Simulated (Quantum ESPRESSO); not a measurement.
## Calculated data, Ga₃PSeS₂ (made-up cell, one site empty), Mg₃ClO₂F (made-up cell, one site empty), Mg₂AlS₃F (made-up cell, one site empty)

Computed with Quantum ESPRESSO 7.5. Calculation on a made-up crystal cell, not a measurement, run twice, once with a planted mistake found by running each candidate: periodic Kohn-Sham density functional theory in plane waves with PseudoDojo standard norm-conserving scalar-relativistic pseudopotentials, each functional with its own files (v0.5 for PBE, v0.4.1 for LDA and PBEsol), no spin polarisation, no spin-orbit coupling, atoms not relaxed, stress positive in tension, energies less a fixed whole-eV offset for each atom's element; levels are Kohn-Sham levels at fractions of this cell's reciprocal vectors, counted from the reference band (half the neutral cell's valence electrons, rounded up) at Gamma; error bars cover cutoff and k-mesh only, not smearing or the files; each bar is the largest change over components, and at least 0.002 eV, 0.002 eV per angstrom or 0.02 GPa; a charged cell sits in a uniform background, with energy and stress on this program's zero of potential; energies are for the whole cell, and the offsets were chosen from early runs and are not element reference energies; a distance is the largest change of any value in units of its error bar (the energy's for the smearing term), a scale change is of lengths, and a coarse mesh keeps the half-step shift.

Common to all entries: intended functional pbe; intended fermi dirac smearing 0.025 eV; intended scf tolerance 1e-07 eV; intended electrons removed 0; healthy smearing term minus ts 0 eV; intended k mesh 4 x 4 x 4, shifted by half a step; structure shown as intended, without the mistake.

(1) Ga₃PSeS₂ (made-up cell, one site empty)

Intended structure:
```cif
# cell vector a (Å): 5.4977 0.0000 0.0000
# cell vector b (Å): 0.0000 5.4977 0.0000
# cell vector c (Å): 0.0000 0.0000 5.4977
data_Ga3PSeS2
_symmetry_space_group_name_H-M 'P 1'
_symmetry_Int_Tables_number 1
_cell_length_a 5.4977
_cell_length_b 5.4977
_cell_length_c 5.4977
_cell_angle_alpha 90.000
_cell_angle_beta 90.000
_cell_angle_gamma 90.000
_cell_volume 166.17
loop_
_atom_site_label
_atom_site_type_symbol
_atom_site_fract_x
_atom_site_fract_y
_atom_site_fract_z
_atom_site_occupancy
Ga1 Ga 0.97172 0.98499 0.01155 1
Ga2 Ga 0.49532 0.99653 0.53231 1
Ga3 Ga 0.49131 0.49221 0.01177 1
S1 S 0.22937 0.25243 0.27366 1
S2 S 0.19534 0.77114 0.75328 1
P1 P 0.71137 0.24592 0.73005 1
Se1 Se 0.74169 0.73349 0.26844 1
```

- lattice type: zincblende/diamond
- empty site: 2
- intended cutoff: 1170 eV
- healthy free energy less offsets: 1.249 eV
- healthy scf iterations: 10
- healthy pressure: 0.37 GPa
- healthy stress xx: -0.28 GPa
- healthy stress yy: -1.13 GPa
- healthy stress zz: 0.29 GPa
- healthy stress yz: -2.85 GPa
- healthy stress xz: 1.09 GPa
- healthy stress xy: -3.45 GPa
- healthy reference band: 36
- faulty free energy less offsets: 1.361 eV
- faulty scf iterations: 10
- faulty smearing term minus ts: 0 eV
- faulty pressure: 3.95 GPa
- faulty stress xx: -3.8 GPa
- faulty stress yy: -4.74 GPa
- faulty stress zz: -3.31 GPa
- faulty stress yz: -3.73 GPa
- faulty stress xz: 1.41 GPa
- faulty stress xy: -4.19 GPa
- faulty reference band: 36
- candidate k points along each vector: 1
- candidate cutoff: 873 eV
- candidate smearing: 0.47 eV
- candidate functional: pbesol
- candidate scf tolerance: 0.7 eV
- candidate electrons removed: 1
- candidate scale change: -1.77 percent
- candidate first exchanged site: 4
- candidate second exchanged site: 5
- fault kind: cell scaled
- other mistakes compared: 7
- distance from healthy: 230.9 error bars
- distance from nearest other mistake: 301.4 error bars
- healthy error bar energy: 0.003876 eV
- healthy error bar stress: 0.02 GPa
- healthy error bar force: 0.002 eV/Å
- healthy error bar next band up: 0.002 eV

Atoms:
```csv
atoms element,atom site,atom energy offset (eV)
Ga,1,-2080
Ga,3,-2080
Ga,4,-2080
S,5,-302
S,6,-302
P,7,-189
Se,8,-3300
```

Healthy forces:
```csv
site,x (eV/Å),y (eV/Å),z (eV/Å)
1,-0.038,2.37,-0.658
3,-2.254,-0.672,-1.027
4,-1.141,-0.98,-0.987
5,-0.155,-0.309,-0.244
6,1.014,-1.512,-0.172
7,2.499,1.867,1.957
8,0.075,-0.764,1.13
```

Healthy levels:
```csv
level k point,next band up (eV)
Gamma,0.565
"(1/2,1/2,1/2)",0.846
"(0.15,0,0)",1.087
"(0,0.15,0)",1.088
"(0,0,0.15)",1.077
```

Faulty forces:
```csv
site,x (eV/Å),y (eV/Å),z (eV/Å)
1,-0.091,2.743,-0.63
3,-2.529,-0.915,-1.254
4,-1.308,-0.991,-1.149
5,-0.322,-0.207,-0.135
6,1.076,-1.911,-0.4
7,2.961,2.269,2.129
8,0.212,-0.988,1.439
```

Faulty levels:
```csv
level k point,next band up (eV)
Gamma,0.755
"(1/2,1/2,1/2)",0.956
"(0.15,0,0)",1.249
"(0,0.15,0)",1.24
"(0,0,0.15)",1.246
```

Candidate mistake: coarse kmesh, low cutoff, wide smearing, wrong functional, loose scf, wrong charge, cell scaled, atoms exchanged

(2) Mg₃ClO₂F (made-up cell, one site empty)

Intended structure:
```cif
# cell vector a (Å): 4.5884 -0.0333 0.0364
# cell vector b (Å): -0.0333 4.5423 0.0102
# cell vector c (Å): 0.0364 0.0102 4.5644
data_Mg3ClO2F
_symmetry_space_group_name_H-M 'P 1'
_symmetry_Int_Tables_number 1
_cell_length_a 4.5887
_cell_length_b 4.5424
_cell_length_c 4.5646
_cell_angle_alpha 89.747
_cell_angle_beta 89.090
_cell_angle_gamma 90.835
_cell_volume 95.12
loop_
_atom_site_label
_atom_site_type_symbol
_atom_site_fract_x
_atom_site_fract_y
_atom_site_fract_z
_atom_site_occupancy
Mg1 Mg 0.00850 0.02063 0.94974 1
Mg2 Mg 0.01180 0.48839 0.47918 1
Mg3 Mg 0.49601 0.48347 0.03315 1
F1 F 0.50745 0.99717 0.97537 1
O1 O 0.53390 0.46444 0.50590 1
Cl1 Cl 0.99403 0.99608 0.49885 1
O2 O 0.99365 0.49960 0.99420 1
```

- lattice type: rocksalt
- empty site: 3
- intended cutoff: 1143 eV
- healthy free energy less offsets: 7.165 eV
- healthy scf iterations: 11
- healthy pressure: -3.41 GPa
- healthy stress xx: 18.71 GPa
- healthy stress yy: -6.53 GPa
- healthy stress zz: -1.95 GPa
- healthy stress yz: -0.33 GPa
- healthy stress xz: 1.04 GPa
- healthy stress xy: -1.07 GPa
- healthy reference band: 28
- faulty free energy less offsets: 15.477 eV
- faulty scf iterations: 11
- faulty smearing term minus ts: 0 eV
- faulty pressure: -89.03 GPa
- faulty stress xx: 104.38 GPa
- faulty stress yy: 79.03 GPa
- faulty stress zz: 83.69 GPa
- faulty stress yz: -0.36 GPa
- faulty stress xz: 0.98 GPa
- faulty stress xy: -0.98 GPa
- faulty reference band: 28
- candidate k points along each vector: 2
- candidate cutoff: 717 eV
- candidate smearing: 0.51 eV
- candidate functional: lda
- candidate scf tolerance: 0.2 eV
- candidate electrons removed: -1
- candidate scale change: 0.73 percent
- candidate first exchanged site: 2
- candidate second exchanged site: 5
- fault kind: low cutoff
- other mistakes compared: 7
- distance from healthy: 3710 error bars
- distance from nearest other mistake: 2599 error bars
- healthy error bar energy: 0.002241 eV
- healthy error bar stress: 0.03077 GPa
- healthy error bar force: 0.006232 eV/Å
- healthy error bar next band up: 0.002 eV

Atoms:
```csv
atoms element,atom site,atom energy offset (eV)
Mg,1,-1617
Mg,2,-1617
Mg,4,-1617
F,5,-677
O,6,-452
Cl,7,-449
O,8,-452
```

Healthy forces:
```csv
site,x (eV/Å),y (eV/Å),z (eV/Å)
1,-0.08,-0.176,3.434
2,-0.338,0.664,0.259
4,0.67,0.177,-0.35
5,-0.26,0.029,0.389
6,-0.696,0.488,-0.609
7,-0.026,-0.873,-3.34
8,0.73,-0.309,0.217
```

Healthy levels:
```csv
level k point,next band up (eV)
Gamma,1.536
"(1/2,1/2,1/2)",3.71
"(0.15,0,0)",1.934
"(0,0.15,0)",1.953
"(0,0,0.15)",2.016
```

Faulty forces:
```csv
site,x (eV/Å),y (eV/Å),z (eV/Å)
1,-0.082,-0.101,3.449
2,-0.422,0.682,0.199
4,0.68,0.132,-0.273
5,-0.248,0.086,0.385
6,-0.593,0.464,-0.678
7,-0.025,-0.877,-3.354
8,0.69,-0.386,0.272
```

Faulty levels:
```csv
level k point,next band up (eV)
Gamma,1.479
"(1/2,1/2,1/2)",3.756
"(0.15,0,0)",1.885
"(0,0.15,0)",1.904
"(0,0,0.15)",1.97
```

Candidate mistake: coarse kmesh, low cutoff, wide smearing, wrong functional, loose scf, wrong charge, cell scaled, atoms exchanged

(3) Mg₂AlS₃F (made-up cell, one site empty)

Intended structure:
```cif
# cell vector a (Å): 5.4915 -0.0278 -0.0143
# cell vector b (Å): -0.0278 5.4003 -0.0777
# cell vector c (Å): -0.0143 -0.0777 5.3942
data_Mg2AlS3F
_symmetry_space_group_name_H-M 'P 1'
_symmetry_Int_Tables_number 1
_cell_length_a 5.4916
_cell_length_b 5.4009
_cell_length_c 5.3948
_cell_angle_alpha 91.649
_cell_angle_beta 90.297
_cell_angle_gamma 90.583
_cell_volume 159.93
loop_
_atom_site_label
_atom_site_type_symbol
_atom_site_fract_x
_atom_site_fract_y
_atom_site_fract_z
_atom_site_occupancy
Mg1 Mg 0.01250 0.00939 0.01993 1
Mg2 Mg 0.50698 0.01925 0.49788 1
Al1 Al 0.50892 0.49346 0.00106 1
S1 S 0.26265 0.25387 0.25826 1
S2 S 0.24752 0.75169 0.76542 1
F1 F 0.76119 0.25874 0.74656 1
S3 S 0.73669 0.74982 0.25956 1
```

- lattice type: zincblende/diamond
- empty site: 2
- intended cutoff: 1143 eV
- healthy free energy less offsets: 8.992 eV
- healthy scf iterations: 10
- healthy pressure: -1.81 GPa
- healthy stress xx: 1.6 GPa
- healthy stress yy: 2.52 GPa
- healthy stress zz: 1.33 GPa
- healthy stress yz: -2.2 GPa
- healthy stress xz: -0.75 GPa
- healthy stress xy: 0.66 GPa
- healthy reference band: 24
- faulty free energy less offsets: 9.038 eV
- faulty scf iterations: 10
- faulty smearing term minus ts: 0 eV
- faulty pressure: -1.71 GPa
- faulty stress xx: 1.49 GPa
- faulty stress yy: 2.43 GPa
- faulty stress zz: 1.21 GPa
- faulty stress yz: -2.21 GPa
- faulty stress xz: -0.76 GPa
- faulty stress xy: 0.66 GPa
- faulty reference band: 24
- candidate k points along each vector: 2
- candidate cutoff: 651 eV
- candidate smearing: 0.53 eV
- candidate functional: pbesol
- candidate scf tolerance: 0.3 eV
- candidate electrons removed: -1
- candidate scale change: 0.55 percent
- candidate first exchanged site: 3
- candidate second exchanged site: 6
- fault kind: coarse kmesh
- other mistakes compared: 7
- distance from healthy: 22.61 error bars
- distance from nearest other mistake: 44.01 error bars
- healthy error bar energy: 0.002 eV
- healthy error bar stress: 0.02 GPa
- healthy error bar force: 0.002958 eV/Å
- healthy error bar next band up: 0.002 eV

Atoms:
```csv
atoms element,atom site,atom energy offset (eV)
Mg,1,-1617
Mg,3,-1617
Al,4,-64
S,5,-302
S,6,-302
F,7,-677
S,8,-302
```

Healthy forces:
```csv
site,x (eV/Å),y (eV/Å),z (eV/Å)
1,-1.051,-0.388,-0.635
3,0.322,-0.214,1.435
4,-0.602,0.844,0.024
5,0.665,2.127,-0.624
6,1.304,-1.144,-0.361
7,-1.374,-0.162,1.154
8,0.736,-1.063,-0.993
```

Healthy levels:
```csv
level k point,next band up (eV)
Gamma,1.367
"(1/2,1/2,1/2)",1.923
"(0.15,0,0)",1.607
"(0,0.15,0)",1.654
"(0,0,0.15)",1.628
```

Faulty forces:
```csv
site,x (eV/Å),y (eV/Å),z (eV/Å)
1,-1.046,-0.39,-0.631
3,0.318,-0.216,1.431
4,-0.609,0.85,0.034
5,0.684,2.122,-0.642
6,1.317,-1.142,-0.337
7,-1.378,-0.162,1.156
8,0.715,-1.061,-1.01
```

Faulty levels:
```csv
level k point,next band up (eV)
Gamma,1.359
"(1/2,1/2,1/2)",1.913
"(0.15,0,0)",1.6
"(0,0.15,0)",1.646
"(0,0,0.15)",1.62
```

Candidate mistake: coarse kmesh, low cutoff, wide smearing, wrong functional, loose scf, wrong charge, cell scaled, atoms exchanged

(4) Mg₂AlS₃F (made-up cell, one site empty)

Structure as in entry 3.

- lattice type: zincblende/diamond
- empty site: 2
- intended cutoff: 1143 eV
- healthy free energy less offsets: 8.992 eV
- healthy scf iterations: 10
- healthy pressure: -1.81 GPa
- healthy stress xx: 1.6 GPa
- healthy stress yy: 2.52 GPa
- healthy stress zz: 1.33 GPa
- healthy stress yz: -2.2 GPa
- healthy stress xz: -0.75 GPa
- healthy stress xy: 0.66 GPa
- healthy reference band: 24
- faulty free energy less offsets: 20.749 eV
- faulty scf iterations: 10
- faulty smearing term minus ts: 0 eV
- faulty pressure: -60.9 GPa
- faulty stress xx: 60.7 GPa
- faulty stress yy: 61.6 GPa
- faulty stress zz: 60.41 GPa
- faulty stress yz: -2.29 GPa
- faulty stress xz: -0.75 GPa
- faulty stress xy: 0.76 GPa
- faulty reference band: 24
- candidate k points along each vector: 2
- candidate cutoff: 651 eV
- candidate smearing: 0.53 eV
- candidate functional: pbesol
- candidate scf tolerance: 0.3 eV
- candidate electrons removed: -1
- candidate scale change: 0.55 percent
- candidate first exchanged site: 3
- candidate second exchanged site: 6
- fault kind: low cutoff
- other mistakes compared: 7
- distance from healthy: 5878 error bars
- distance from nearest other mistake: 2887 error bars
- healthy error bar energy: 0.002 eV
- healthy error bar stress: 0.02 GPa
- healthy error bar force: 0.002958 eV/Å
- healthy error bar next band up: 0.002 eV

Atoms:
```csv
atoms element,atom site,atom energy offset (eV)
Mg,1,-1617
Mg,3,-1617
Al,4,-64
S,5,-302
S,6,-302
F,7,-677
S,8,-302
```

Healthy forces:
```csv
site,x (eV/Å),y (eV/Å),z (eV/Å)
1,-1.051,-0.388,-0.635
3,0.322,-0.214,1.435
4,-0.602,0.844,0.024
5,0.665,2.127,-0.624
6,1.304,-1.144,-0.361
7,-1.374,-0.162,1.154
8,0.736,-1.063,-0.993
```

Healthy levels:
```csv
level k point,next band up (eV)
Gamma,1.367
"(1/2,1/2,1/2)",1.923
"(0.15,0,0)",1.607
"(0,0.15,0)",1.654
"(0,0,0.15)",1.628
```

Faulty forces:
```csv
site,x (eV/Å),y (eV/Å),z (eV/Å)
1,-1.056,-0.399,-0.637
3,0.383,-0.161,1.503
4,-0.591,0.84,0.019
5,0.676,2.173,-0.627
6,1.315,-1.181,-0.362
7,-1.469,-0.167,1.104
8,0.741,-1.105,-0.999
```

Faulty levels:
```csv
level k point,next band up (eV)
Gamma,1.346
"(1/2,1/2,1/2)",1.906
"(0.15,0,0)",1.591
"(0,0.15,0)",1.639
"(0,0,0.15)",1.611
```

Candidate mistake: coarse kmesh, low cutoff, wide smearing, wrong functional, loose scf, wrong charge, cell scaled, atoms exchanged

(5) Mg₂AlS₃F (made-up cell, one site empty)

Structure as in entry 3.

* lattice type: zincblende/diamond
* empty site: 2
* intended cutoff: 1143 eV
* healthy free energy less offsets: 8.992 eV
* healthy scf iterations: 10
* healthy pressure: -1.81 GPa
* healthy stress xx: 1.6 GPa
* healthy stress yy: 2.52 GPa
* healthy stress zz: 1.33 GPa
* healthy stress yz: -2.2 GPa
* healthy stress xz: -0.75 GPa
* healthy stress xy: 0.66 GPa
* healthy reference band: 24
* faulty free energy less offsets: 8.764 eV
* faulty scf iterations: 10
* faulty smearing term minus ts: -0.819 eV
* faulty pressure: -1.12 GPa
* faulty stress xx: 0.91 GPa
* faulty stress yy: 1.66 GPa
* faulty stress zz: 0.8 GPa
* faulty stress yz: -2.04 GPa
* faulty stress xz: -0.36 GPa
* faulty stress xy: 0.7 GPa
* faulty reference band: 24
* candidate k points along each vector: 2
* candidate cutoff: 651 eV
* candidate smearing: 0.53 eV
* candidate functional: pbesol
* candidate scf tolerance: 0.3 eV
* candidate electrons removed: -1
* candidate scale change: 0.55 percent
* candidate first exchanged site: 3
* candidate second exchanged site: 6
* fault kind: ?

Atoms:
```csv
atoms element,atom site,atom energy offset (eV)
Mg,1,-1617
Mg,3,-1617
Al,4,-64
S,5,-302
S,6,-302
F,7,-677
S,8,-302
```

Healthy forces:
```csv
site,x (eV/Å),y (eV/Å),z (eV/Å)
1,-1.051,-0.388,-0.635
3,0.322,-0.214,1.435
4,-0.602,0.844,0.024
5,0.665,2.127,-0.624
6,1.304,-1.144,-0.361
7,-1.374,-0.162,1.154
8,0.736,-1.063,-0.993
```

Healthy levels:
```csv
level k point,next band up (eV)
Gamma,1.367
"(1/2,1/2,1/2)",1.923
"(0.15,0,0)",1.607
"(0,0.15,0)",1.654
"(0,0,0.15)",1.628
```

Faulty forces:
```csv
site,x (eV/Å),y (eV/Å),z (eV/Å)
1,-1.163,-0.248,-0.687
3,0.403,-0.068,1.514
4,-0.438,0.565,-0.124
5,0.518,2.023,-0.478
6,1.179,-1.021,-0.336
7,-1.201,-0.297,0.997
8,0.702,-0.954,-0.886
```

Faulty levels:
```csv
level k point,next band up (eV)
Gamma,1.531
"(1/2,1/2,1/2)",2.108
"(0.15,0,0)",1.772
"(0,0.15,0)",1.817
"(0,0,0.15)",1.793
```

Candidate mistake: coarse kmesh, low cutoff, wide smearing, wrong functional, loose scf, wrong charge, cell scaled, atoms exchanged

To be estimated
1. What fault kind does the calculation give for Mg₂AlS₃F (made-up cell, one site empty) (entry 5)?

Calculated values
1. wide smearing

Further results for Mg₂AlS₃F (made-up cell, one site empty) (entry 5):

- other mistakes compared: 7
- distance from healthy: 409.4 error bars
- distance from nearest other mistake: 409.4 error bars
- healthy error bar energy: 0.002 eV
- healthy error bar stress: 0.02 GPa
- healthy error bar force: 0.002958 eV/Å
- healthy error bar next band up: 0.002 eV
